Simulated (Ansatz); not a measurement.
**Harmonic thermodynamics of Sn$_{2}$Ge**

Computed with DFT PBE, scalar-relativistic, plane waves, PAW in Ansatz 0.2.0. Plane waves to 420 eV; Γ-centred k mesh 12×12×4; Fermi-Dirac smearing of 0.15 eV. No spin polarisation. Phonons by linear response, acoustic sum rule imposed.

Relaxed structure:
```yaml
crystal:
  lattice:
    - [4.50098, 0.00000, 0.00000]
    - [-2.25049, 3.89796, 0.00000]
    - [0.00000, 0.00000, 11.07502]
  atoms:
    - { symbol: Sn, position: [0.00000, 0.00000, 0.36930] }
    - { symbol: Sn, position: [0.33333, 0.66667, 0.04932] }
    - { symbol: Sn, position: [0.66667, 0.33333, 0.95068] }
    - { symbol: Sn, position: [0.00000, 0.00000, 0.63070] }
    - { symbol: Ge, position: [0.66667, 0.33333, 0.70785] }
    - { symbol: Ge, position: [0.33333, 0.66667, 0.29215] }
```

The structure comes from a generated guess, relaxed at this level; another structure or a mixture of phases may lie lower. In a metal, frequencies and elastic constants depend on the k mesh and the smearing, soft modes and shear constants most. Spin–orbit coupling is left out, which matters for heavy elements. The q mesh is coarse, so values between its points are rough.

Force constants from linear response on a 2×2×1 q mesh, interpolated to a fine mesh.

Question: Give the zero-point energy per atom.

Answer: 23.8 meV.

Question: How large are the vibrational entropy and heat capacity at 300 K?

Answer: S = 5.10 k_B and C_V = 2.89 k_B per atom, 96 % of the Dulong–Petit value.

Question: Tabulate them against temperature.

Answer:
```csv
T (K),F_vib (meV/atom),S (k_B/atom),C_V (k_B/atom)
100,15.1,2.21,2.21
200,-12.1,3.96,2.75
300,-51.4,5.10,2.89
400,-99.2,5.94,2.93
500,-153.3,6.60,2.96
600,-212.6,7.14,2.97
700,-276.1,7.60,2.98
800,-343.4,8.00,2.98
900,-413.8,8.35,2.99
1000,-487.2,8.66,2.99
```
